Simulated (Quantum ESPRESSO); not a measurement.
## Al3SiCN3 (finding a planted mistake in a log)

A calculation, not a measurement. The program is pw.x of Quantum ESPRESSO 7.5 (plane-wave density functional theory). The cell is made up: 8 atoms on a wurtzite lattice, with randomly drawn elements, strain and displacements, not relaxed. PseudoDojo standard norm-conserving files (v0.5 for PBE, v0.4.1 for LDA and PBEsol) set the functional; there is no spin polarisation, spin-orbit coupling or dispersion term, and the masses in the input are unused placeholders.

Intended input:

```
&control calculation='scf', pseudo_dir='./dojo.nc.sr.pbe.v0_5.standard.upf', outdir='./o', disk_io='medium', tprnfor=.true., tstress=.true. /
&system ibrav=0, nat=8, ntyp=4, nbnd=22, ecutwfc=84.00895049, nosym=.true., tot_charge=0,
 occupations='smearing', smearing='fd', degauss=0.0018374661
/
&electrons conv_thr=7.350e-09, electron_maxstep=60, /
ATOMIC_SPECIES
Al 1.0 Al.upf
C 1.0 C.upf
N 1.0 N.upf
Si 1.0 Si.upf
CELL_PARAMETERS angstrom
3.1629 0.0 0.0
0.0 5.4783 0.0
0.0 0.0 5.165
ATOMIC_POSITIONS angstrom
Al 0.0744 -0.009 0.1035
Al 1.5359 2.8422 0.0536
Si 1.6757 0.9007 2.6282
Al -0.0885 3.5093 2.5033
C 0.1003 0.1655 1.8518
N 1.506 2.7057 1.9472
N 1.5022 0.9626 4.4834
N -0.0883 3.665 4.3362
K_POINTS automatic
6 4 4 1 1 1
```

The log is shortened where brackets say so; the opening notice, blank lines, dates and the lines on written files are dropped, and the path of the files is cut. It prints rydbergs, bohrs and kilobars, and counts compression as positive stress. Where no state is partly filled, the Fermi energy that it prints is only some level between the filled and the empty states on the mesh, and need not lie in the true gap.

Log of the intended run:

```
     Program PWSCF v.7.5
     Parallel version (MPI & OpenMP), running on       1 processor cores
     Number of MPI processes:                 1
     Threads/MPI process:                     1
     [start-up lines left out]
     bravais-lattice index     =            0
     lattice parameter (alat)  =       5.9770  a.u.
     unit-cell volume          =     603.9461 (a.u.)^3
     number of atoms/cell      =            8
     number of atomic types    =            4
     number of electrons       =        32.00
     number of Kohn-Sham states=           22
     kinetic-energy cutoff     =      84.0090  Ry
     charge density cutoff     =     336.0358  Ry
     scf convergence threshold =      7.3E-09
     mixing beta               =       0.7000
     number of iterations used =            8  plain     mixing
     Exchange-correlation= PBE
                           (   1   4   3   4   0   0   0)
     [axes and pseudopotential details left out]
   Cartesian axes
     site n.     atom                  positions (alat units)
         1        Al     tau(   1) = (   0.0235227  -0.0028455   0.0327231  )
         2        Al     tau(   2) = (   0.4855987   0.8986057   0.0169465  )
         3        Si     tau(   3) = (   0.5297986   0.2847703   0.8309463  )
         4        Al     tau(   4) = (  -0.0279807   1.1095197   0.7914572  )
         5        C      tau(   5) = (   0.0317114   0.0523254   0.5854754  )
         6        N      tau(   6) = (   0.4761453   0.8554491   0.6156375  )
         7        N      tau(   7) = (   0.4749439   0.3043410   1.4174966  )
         8        N      tau(   8) = (  -0.0279174   1.1587467   1.3709570  )
     number of k points=    48  Fermi-Dirac smearing, width (Ry)=  0.0018
                       cart. coord. in units 2pi/alat
        k(    1) = (   0.0833333   0.0721688   0.0765465), wk =   0.0416667
        k(    2) = (   0.0833333   0.0721688   0.2296394), wk =   0.0416667
     [further k points left out]
     Dense  grid:    62835 G-vectors     FFT dimensions: (  36,  64,  60)
     Estimated max dynamical RAM per process >      73.02 MB
     Initial potential from superposition of free atoms
     starting charge      31.9920, renormalised to      32.0000
     Starting wfcs are   32 randomized atomic wfcs
     total cpu time spent up to now is        9.3 secs
     per-process dynamical memory:    57.0 Mb
     Self-consistent Calculation
     iteration #  1     ecut=    84.01 Ry     beta= 0.70
     Davidson diagonalization with overlap
     ethr =  1.00E-02,  avg # of iterations =  3.0
     total cpu time spent up to now is       23.5 secs
     total energy              =     -96.17894365 Ry
     estimated scf accuracy    <       2.28713958 Ry
     iteration #  2     ecut=    84.01 Ry     beta= 0.70
     Davidson diagonalization with overlap
     ethr =  7.15E-03,  avg # of iterations =  2.0
     total cpu time spent up to now is       35.6 secs
     total energy              =     -96.87263989 Ry
     estimated scf accuracy    <       1.60254395 Ry
     [iterations 3 to 11 left out]
     iteration # 12     ecut=    84.01 Ry     beta= 0.70
     Davidson diagonalization with overlap
     ethr =  6.85E-11,  avg # of iterations =  5.0
     total cpu time spent up to now is      162.5 secs
     total energy              =     -97.14181895 Ry
     estimated scf accuracy    <       0.00000007 Ry
     iteration # 13     ecut=    84.01 Ry     beta= 0.70
     Davidson diagonalization with overlap
     ethr =  6.85E-11,  avg # of iterations =  2.0
     total cpu time spent up to now is      174.3 secs
     End of self-consistent calculation
     [lines on levels left out]
     the Fermi energy is     9.5974 ev
!    total energy              =     -97.14181895 Ry
     estimated scf accuracy    <          4.7E-09 Ry
     smearing contrib. (-TS)   =      -0.00000000 Ry
     internal energy E=F+TS    =     -97.14181895 Ry
     The total energy is F=E-TS. E is the sum of the following terms:
     one-electron contribution =      -1.28924093 Ry
     hartree contribution      =      20.31295623 Ry
     xc contribution           =     -32.67350339 Ry
     ewald contribution        =     -83.49203086 Ry
     convergence has been achieved in  13 iterations
     Forces acting on atoms (cartesian axes, Ry/au):
     atom    1 type  1   force =    -0.04481929    0.01253418   -0.21733900
     atom    2 type  1   force =    -0.01084681   -0.04921296   -0.09556595
     atom    3 type  4   force =    -0.03466586   -0.00815293   -0.00894887
     atom    4 type  1   force =     0.02356943    0.09560128    0.02178941
     atom    5 type  2   force =    -0.02124668   -0.02538907    0.20516134
     atom    6 type  3   force =     0.01519928   -0.03993978   -0.00604792
     atom    7 type  3   force =     0.05616594    0.01039413   -0.03985040
     atom    8 type  3   force =     0.01664398    0.00416515    0.14080139
     Total force =     0.377641     Total SCF correction =     0.000032
     Computing stress (Cartesian axis) and pressure
          total   stress  (Ry/bohr**3)                   (kbar)     P=      -55.15
  -0.00043595   0.00017946   0.00000808          -64.13       26.40        1.19
   0.00017946  -0.00070637   0.00011774           26.40     -103.91       17.32
   0.00000808   0.00011774   0.00001763            1.19       17.32        2.59
     init_run     :      7.69s CPU      9.13s WALL (       1 calls)
     electrons    :    153.73s CPU    165.02s WALL (       1 calls)
     forces       :      1.60s CPU      1.64s WALL (       1 calls)
     stress       :      5.93s CPU      5.97s WALL (       1 calls)
     [timing details left out]
     PWSCF        :   2m49.13s CPU   3m 2.00s WALL
     JOB DONE.
```

A second run was made from an input with one planted mistake. Its log:

```
     Program PWSCF v.7.5
     Parallel version (MPI & OpenMP), running on       1 processor cores
     Number of MPI processes:                 1
     Threads/MPI process:                     1
     [start-up lines left out]
     bravais-lattice index     =            0
     lattice parameter (alat)  =       5.9770  a.u.
     unit-cell volume          =     603.9461 (a.u.)^3
     number of atoms/cell      =            8
     number of atomic types    =            4
     number of electrons       =        32.00
     number of Kohn-Sham states=           22
     kinetic-energy cutoff     =      84.0090  Ry
     charge density cutoff     =     336.0358  Ry
     scf convergence threshold =      7.3E-09
     mixing beta               =       0.7000
     number of iterations used =            8  plain     mixing
     Exchange-correlation= PBESOL
                           (   1   4  10   8   0   0   0)
     [axes and pseudopotential details left out]
   Cartesian axes
     site n.     atom                  positions (alat units)
         1        Al     tau(   1) = (   0.0235227  -0.0028455   0.0327231  )
         2        Al     tau(   2) = (   0.4855987   0.8986057   0.0169465  )
         3        Si     tau(   3) = (   0.5297986   0.2847703   0.8309463  )
         4        Al     tau(   4) = (  -0.0279807   1.1095197   0.7914572  )
         5        C      tau(   5) = (   0.0317114   0.0523254   0.5854754  )
         6        N      tau(   6) = (   0.4761453   0.8554491   0.6156375  )
         7        N      tau(   7) = (   0.4749439   0.3043410   1.4174966  )
         8        N      tau(   8) = (  -0.0279174   1.1587467   1.3709570  )
     number of k points=    48  Fermi-Dirac smearing, width (Ry)=  0.0018
                       cart. coord. in units 2pi/alat
        k(    1) = (   0.0833333   0.0721688   0.0765465), wk =   0.0416667
        k(    2) = (   0.0833333   0.0721688   0.2296394), wk =   0.0416667
     [further k points left out]
     Dense  grid:    62835 G-vectors     FFT dimensions: (  36,  64,  60)
     Estimated max dynamical RAM per process >      73.02 MB
     Initial potential from superposition of free atoms
     starting charge      31.9923, renormalised to      32.0000
     Starting wfcs are   32 randomized atomic wfcs
     total cpu time spent up to now is        7.5 secs
     per-process dynamical memory:    56.9 Mb
     Self-consistent Calculation
     iteration #  1     ecut=    84.01 Ry     beta= 0.70
     Davidson diagonalization with overlap
     ethr =  1.00E-02,  avg # of iterations =  3.0
     total cpu time spent up to now is       22.7 secs
     total energy              =     -96.00595458 Ry
     estimated scf accuracy    <       2.17549137 Ry
     iteration #  2     ecut=    84.01 Ry     beta= 0.70
     Davidson diagonalization with overlap
     ethr =  6.80E-03,  avg # of iterations =  2.0
     total cpu time spent up to now is       40.8 secs
     total energy              =     -96.66597278 Ry
     estimated scf accuracy    <       1.56805027 Ry
     [iterations 3 to 11 left out]
     iteration # 12     ecut=    84.01 Ry     beta= 0.70
     Davidson diagonalization with overlap
     ethr =  3.13E-11,  avg # of iterations =  5.9
     total cpu time spent up to now is      171.2 secs
     total energy              =     -96.93126995 Ry
     estimated scf accuracy    <       0.00000004 Ry
     iteration # 13     ecut=    84.01 Ry     beta= 0.70
     Davidson diagonalization with overlap
     ethr =  3.13E-11,  avg # of iterations =  2.0
     total cpu time spent up to now is      184.0 secs
     End of self-consistent calculation
     [lines on levels left out]
     the Fermi energy is     9.4478 ev
!    total energy              =     -96.93126995 Ry
     estimated scf accuracy    <          5.1E-09 Ry
     smearing contrib. (-TS)   =      -0.00000000 Ry
     internal energy E=F+TS    =     -96.93126995 Ry
     The total energy is F=E-TS. E is the sum of the following terms:
     one-electron contribution =      -1.12265794 Ry
     hartree contribution      =      20.04136709 Ry
     xc contribution           =     -32.35794824 Ry
     ewald contribution        =     -83.49203086 Ry
     convergence has been achieved in  13 iterations
     Forces acting on atoms (cartesian axes, Ry/au):
     atom    1 type  1   force =    -0.04478780    0.01250382   -0.21817971
     atom    2 type  1   force =    -0.01085648   -0.04922828   -0.09500756
     atom    3 type  4   force =    -0.03440032   -0.00599676   -0.00771590
     atom    4 type  1   force =     0.02337350    0.09388534    0.02194761
     atom    5 type  2   force =    -0.02068619   -0.02377632    0.20554155
     atom    6 type  3   force =     0.01490454   -0.04189530   -0.00496312
     atom    7 type  3   force =     0.05586230    0.01046246   -0.04110394
     atom    8 type  3   force =     0.01659044    0.00404503    0.13948108
     Total force =     0.377310     Total SCF correction =     0.000024
     Computing stress (Cartesian axis) and pressure
          total   stress  (Ry/bohr**3)                   (kbar)     P=      -85.30
  -0.00063868   0.00017979   0.00000742          -93.95       26.45        1.09
   0.00017979  -0.00091400   0.00012071           26.45     -134.45       17.76
   0.00000742   0.00012071  -0.00018687            1.09       17.76      -27.49
     init_run     :      6.05s CPU      7.36s WALL (       1 calls)
     electrons    :    156.87s CPU    176.56s WALL (       1 calls)
     forces       :      2.23s CPU      2.27s WALL (       1 calls)
     stress       :      6.80s CPU      6.83s WALL (       1 calls)
     [timing details left out]
     PWSCF        :   2m52.06s CPU   3m13.19s WALL
     JOB DONE.
```

Question: what was wrong in the second input?

Answer: the files are those of another functional. The input lines that differ, file-writing options aside:

```
- &control calculation='scf', pseudo_dir='./dojo.nc.sr.pbe.v0_5.standard.upf', outdir='./o', disk_io='medium', tprnfor=.true., tstress=.true. /
+ &control calculation='scf', pseudo_dir='./dojo.nc.sr.pbesol.v0_4_1.standard.upf', outdir='./o', disk_io='medium', tprnfor=.true., tstress=.true. /
```

|  | intended run | run with the mistake |
| --- | --- | --- |
| free energy (eV) | -1321.682 | -1318.817 |
| smearing term -TS (eV) | 0.0000 | 0.0000 |
| pressure (GPa) | -5.51 | -8.53 |
| largest force component (eV/Å) | 5.588 | 5.610 |
| largest change of a force component (eV/Å) |  | 0.055 |
| iterations | 13 | 13 |

For scale, a rerun of the intended cell at 1437 eV and a 8 x 6 x 6 mesh moved values by no more than 0.002 eV in energy, 0.03 GPa in stress and 0.004 eV/Å in force. Files of another functional have another zero of energy, so the energy change says nothing on stability.